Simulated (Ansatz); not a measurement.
Ansatz (a program for electronic structure) input:

Ansatz 0.2 input:
```yaml
crystal:
  lattice:
    - [2.6997769225, 0.0, 0.0]
    - [0.0, 2.6997769225, 0.0]
    - [0.0, 0.0, 4.0897767798]
  atoms:
    - { symbol: Pt, position: [0.0, 0.0, 0.0] }
    - { symbol: Mo, position: [0.5, 0.5, 0.5] }
kpoints:
  mp_grid: { grid: [15, 15, 10] }
hamiltonian:
  xc: pbesol
  pseudopotentials: { azcp: { folder: ./paw }, kind: paw }
scf:
  occupations: { method: fermi_dirac, width: 0.1 }
phonons:
  method: dfpt
  response_accuracy: low
  eigenvectors: true
  rigid_motions: translations
```

Output (shortened):

```
zone centre: on kpoints.mp_grid the ground state, and the responses unless they are solved on pairs of k-points, stand on 384 of the mesh's 2250 k-points, …
Pseudopotentials: kind: paw
Pseudopotential: Pt, paw, valence charge 18
Pseudopotential: Mo, paw, valence charge 14
Functional definition: PBEsol
Crystal: 2 atoms, lattice volume = 29.810 Å³
Basis set: ecut = 420 eV, 585 PW (Γ), exchange–correlation on 40×40×60 points (8 copies of the dense FFT grid, shifted against one another)
Bands: 20, of which v1, the nominal top of the filled ones, is band 16 counted from 1 (15 counted from 0)
Symmetry: 16 space group operations
k-points: 384 of 2250 (irreducible under 8 space group operations)
PAW frozen core: Pt, regenerated for the run's functional, and the local potential with it
PAW frozen core: Mo, regenerated for the run's functional, and the local potential with it
Initial density: superposition of atomic densities (chi_scale 0.1, normalization cell, long waves kept (reshape's long-wave potential 0.00 eV rms))
Initial wavefunctions: pseudopotential atomic-orbital guess
Eigensolver: davidson
Functional: x = pbesol(κ = 0.804, μ = 0.12345679012345678), c = pbesol(β = 0.046)
SCF iter   1: F=—  HF=-17285.138423 eV  |F-HF|=—  |Δ(HF+E_count)|=         —  Δρ=1.34e-1  dr2=6.64e0  ethr=3.10e-3  ⟨swp⟩=4.1  Hψ=29776  notcnv=0
all-band conjugate gradients solve this SCF's bands
preconditioner: auto → none
SCF iter   2: F=—  HF=-17284.045780 eV  |F-HF|=—  |Δ(HF+E_count)|=    1.09e0  Δρ=7.97e-2  dr2=2.67e0  ethr=3.10e-3  ⟨swp⟩=2.1  Hψ=14837  notcnv=0
SCF iter   3: F=—  HF=-17283.499778 eV  |F-HF|=—  |Δ(HF+E_count)|=   5.46e-1  Δρ=7.61e-3  dr2=9.13e-3  ethr=3.10e-3  ⟨swp⟩=2.0  Hψ=12393  notcnv=0
SCF iter   4: F=—  HF=-17283.498667 eV  |F-HF|=—  |Δ(HF+E_count)|=   1.11e-3  Δρ=1.94e-3  dr2=1.18e-3  ethr=2.85e-5  ⟨swp⟩=2.4  Hψ=15120  notcnv=0
SCF iter   5: F=—  HF=-17283.498390 eV  |F-HF|=—  |Δ(HF+E_count)|=   2.77e-4  Δρ=4.35e-4  dr2=4.93e-5  ethr=3.68e-6  ⟨swp⟩=2.5  Hψ=13139  notcnv=0
SCF iter   6: F=—  HF=-17283.498378 eV  |F-HF|=—  |Δ(HF+E_count)|=   1.18e-5  Δρ=6.34e-5  dr2=4.86e-7  ethr=1.54e-7  ⟨swp⟩=2.0  Hψ=11706  notcnv=0
SCF iter   7: F=—  HF=-17283.498380 eV  |F-HF|=—  |Δ(HF+E_count)|=   1.94e-6  Δρ=1.02e-5  dr2=8.67e-9  ethr=1.52e-9  ⟨swp⟩=2.4  Hψ=13732  notcnv=0
SCF iter   8: F=—  HF=-17283.498380 eV  |F-HF|=—  |Δ(HF+E_count)|=  7.49e-10  Δρ=1.35e-6  dr2=3.13e-10  ethr=2.71e-11  ⟨swp⟩=2.7  Hψ=12674  notcnv=0
SCF iter   9: F=-17283.498380 eV  HF=-17283.498380 eV  |F-HF|=3.64e-12  |Δ(HF+E_count)|=  1.31e-10  Δρ=1.10e-7  dr2=2.61e-12  ethr=1.00e-12  ⟨swp⟩=3.8  Hψ=37517  notcnv=0
SCF 1 converged in 9 iterations: F = -17283.498380 eV  dr2 = 2.61e-12
DFPT response loops at Γ: preconditioner auto → Kerker (q_TF=auto, 2.761 Å⁻¹) (partly filled bands, converged f_vac=0.000) …
SCF converged after 9 iterations
Free energy (F): -17283.498380 eV
Harris-Foulkes:  -17283.498380 eV  (|F-HF|=3.64e-12)
Internal energy: -17283.436091 eV  (E = F + TS)
E sigma→0 (E₀):  -17283.467235 eV
Entropy (-TS):   -0.062289 eV (-31.144 meV/atom)
Fermi energy:    23.212469 eV
--- Per-component energies (eV) ---
  E_band       = -174.803665
  E_kinetic    = 1019.068211
  E_local      = -2212.542055  (includes V_loc(G=0)·N_el)
  E_nonlocal   = 356.521802
  E_hartree    = 817.483511
  E_xc         = -407.349000
  E_vxc        = -491.627050  (∫ρ·V_xc dr)
  E_paw        = -12500.096252  (= ΣΔE_a)
  E_vpaw       = -481.192809  (= ΣTr[D̂ρ^β])
  E_aug_tail   = 0.001130  (compensation charges beyond the density's cutoff)
  E_ewald      = -4357.019770
  E_core_change = 0.496331  (= ΣΔE_core)
  E_smearing   = -0.062289  (= −TS)
  E_closure    = 0.000000  (closes the sum)
  Σ components = -17283.498380   (vs F -17283.498380, Δ=0.00e0)
  [band-id]    e_kinetic+e_local+e_nonlocal+2·e_hartree+e_vxc+e_vpaw+e_augmentation_tail = -174.803748   (vs E_band -174.803665, Δ=-8.29e-5)
--- Band table (eV; the first three rows and the last of 384) ---
  k-point 0: bands = ["-76.2000", "-38.0877", "-30.3183", "-30.1221", "-30.1221", "-12.2128", "-11.6059", "-11.6059", "13.5277", "16.1919", "16.3550", "19.8416", "19.8416", "20.1347", "21.8453", "22.2199", "24.7051", "25.8762", "25.8762", "26.2607"]
  k-point 1: bands = ["-76.2000", "-38.0880", "-30.3175", "-30.1221", "-30.1221", "-12.2172", "-11.6062", "-11.6062", "13.6451", "16.2635", "16.3891", "19.8970", "19.8970", "20.0650", "21.8535", "22.0543", "24.2932", "25.6952", "25.6952", "26.2438"]
  k-point 2: bands = ["-76.2000", "-38.0888", "-30.3153", "-30.1220", "-30.1220", "-12.2289", "-11.6071", "-11.6071", "13.9775", "16.4722", "16.4837", "19.8790", "20.0531", "20.0531", "21.5459", "21.8753", "23.3905", "25.2374", "25.2374", "26.1993"]
  k-point 383: bands = ["-76.1680", "-37.8347", "-30.4177", "-30.4175", "-30.2520", "-12.5189", "-12.5182", "-11.9982", "16.7557", "18.1257", "18.1869", "18.3269", "19.7749", "20.0761", "20.5024", "23.3675", "23.9258", "27.8868", "29.8784", "32.0681"]
  band table: 20 of 20 bands, residual norms ≤ 1.0e-3 eV
--- Phonons (Γ-DFPT): 4 representative perturbations + reference, on 384 of 2250 k-points (Σ response iterations 10) ---
  k mesh reduced under 8 symmetry operations, with k and −k counted as one. Each operation leaves every solved displacement unchanged or reverses it
  ASR residual: 2.854e-3 → 0.000e0 eV/Å²; symmetrization residual: 3.311e-4 eV/Å²
  ASR residual per site (eV/Å²): 4.96e-4 2.85e-3
  Γ frequencies (cm⁻¹): 0.00 0.00 0.00 137.15 137.15 189.88
  non-analytic LO–TO correction: not included (Born effective charges unavailable; polar crystals: no LO–TO splitting at Γ)
```

Cost: roughly 2.1 core-minutes on shared cores.

Space group P4/mmm (L1₀ or tetragonal B2). The start of the workflow was typed in or built on a structure type; neither database checked (COD, Materials Project) lists it. Its standing as an ambient phase is unchecked. The cell was relaxed with PBEsol under the symmetry of its start; its stability against distortions is not shown here. The run is not spin-polarised. As this level gives no gap, phonon frequencies hold no LO–TO term and depend on the k-mesh and smearing (Fermi–Dirac, 0.1 eV here). Axis ratios of metals converge slowly with the k-mesh, so a and c are less sure than the volume. Scalar-relativistic: spin–orbit coupling is off unless named, which matters more the heavier the elements.

Potentials: the earlier of the program's two PAW sets. The files were generated under PBE; for other functionals the program regenerates the frozen cores, and for LDA and PBEsol the local potential too.

Ansatz is a plane-wave DFT program.
